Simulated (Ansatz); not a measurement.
CdSiN₂:
```yaml
crystal:
  lattice:
    - [1.44701, 0.83543, 5.46483]
    - [-1.44701, 0.83543, 5.46483]
    - [0.00000, -1.67086, 5.46483]
  atoms:
    - { symbol: Cd, position: [0.00000, 0.00000, 0.00000] }
    - { symbol: Si, position: [0.50000, 0.50000, 0.50000] }
    - { symbol: N, position: [0.77371, 0.77371, 0.77371] }
    - { symbol: N, position: [0.22629, 0.22629, 0.22629] }
```

Relaxed with PBEsol.

Decompose the optical modes at the zone centre into irreducible representations, and say which are infrared and Raman allowed.

Point group -3m: Γ_opt = A1g + 2A2u + Eg + 2Eu. Infrared: A2u, Eu. Raman: A1g, Eg.

Assign frequencies (DFPT, the program Ansatz at the PBEsol level (PAW); without the LO–TO term).

Eu 69, A2u 268, Eg 407, Eu 453, A2u 657, A1g 673 cm⁻¹.

Space group R-3m. The start of the workflow was typed in or built on a structure type; neither database checked (COD, Materials Project) lists it. Whether it is the stable phase at ambient conditions was not checked. The cell was relaxed with PBEsol under the symmetry of its start; whether a distortion lowers the energy is not shown.

Potentials: the later of the program's two PAW sets.
